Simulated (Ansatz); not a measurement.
# Cs started on an I site in cubic perovskite CsSnI3, 40 atoms, charge 0

All numbers come from Ansatz (PAW, plane waves, no spin–orbit coupling) at the single k point (¼, ¼, ¼) without its symmetry partners. The atoms were relaxed with PBEsol in a fixed cell; other functionals are single points on those atoms unless said otherwise. The valence top and gap of the host come from its small cell on a dense mesh, with the band extrema sought between the mesh points, lined up by the mean potential, PBEsol gap 0.15 eV, r²SCAN gap 0.31 eV.

Relaxed structure:

```
Cs Sn I
1.0
    12.31446    0.00000    0.00000
     0.00000   12.31446    0.00000
     0.00000    0.00000   12.31446
Cs Sn I
9 8 23
Direct
  0.02128 0.03625 0.99772
  0.96340 0.98545 0.50286
  0.01098 0.52145 0.95440
  0.98746 0.47519 0.49156
  0.48790 0.06993 0.00400
  0.56054 0.91596 0.49919
  0.48967 0.50372 0.01461
  0.52198 0.49918 0.49477
  0.35082 0.14040 0.50155
  0.23180 0.27102 0.25221
  0.23384 0.28016 0.74520
  0.25246 0.76338 0.24939
  0.25179 0.77081 0.74935
  0.74189 0.24013 0.25431
  0.73768 0.24466 0.75162
  0.75677 0.73828 0.24630
  0.75247 0.74217 0.75562
  0.22375 0.29118 0.00056
  0.25987 0.72185 0.00061
  0.25339 0.83161 0.50062
  0.76133 0.25050 0.00234
  0.69617 0.21321 0.50306
  0.74416 0.70893 0.00048
  0.78417 0.72883 0.50088
  0.98685 0.22617 0.29777
  0.98603 0.22779 0.72436
  0.00441 0.77526 0.24007
  0.00172 0.78996 0.76832
  0.48689 0.27760 0.24552
  0.48703 0.29208 0.76284
  0.50549 0.72501 0.26372
  0.50323 0.71804 0.73301
  0.25978 0.01775 0.21928
  0.26890 0.02036 0.78568
  0.23602 0.51810 0.30020
  0.21662 0.52456 0.69935
  0.72901 0.98747 0.24005
  0.72049 0.99086 0.76103
  0.76112 0.48706 0.26626
  0.77258 0.49066 0.73144
```

Chemical potentials μ are those of reference phases of the elements at zero temperature by the same functional (the usual solids, diamond for C, grey Sn, and the molecules H2, N2, O2, F2, Cl2, Br2 and S8).

```
functional  E(defect) − E(host) − Σ nμ + q·E_VBM (eV)  monopole (eV)  alignment (eV)  formation energy at E_F = VBM (eV)  moment (μB)             wall time, shared host
    PBEsol                                       1.19           0.00            0.00                                1.19          0.0  28 s on NVIDIA GB200 (relaxation)
```

**Question.** Estimate the formation energy and moment that r²SCAN gives on these atoms.

**Answer.** 1.55 eV at E_F = VBM, moment 0.0 μB.

r²SCAN one-electron levels near the gap (the ten most localised at most), from the host's valence top:

```tsv
level (eV)	spin	filling	atoms sharing it	element of the atom with most weight
0.56	up	1.00	5.2	Sn
0.56	down	1.00	5.2	Sn
```

The charge sits partly or wholly in a band of the host, at the cell's one k point and not at the band edge, so the formation energy is too high and the charge correction doesn't apply as it stands.

All elements are taken at their own reference at once; growth conditions in equilibrium with the host shift these energies, by up to the host's formation enthalpy.

The ideal cubic host may itself distort, and that gain is in these energies.

One k point and a cell of this size can leave errors of several tenths of an eV in such numbers.
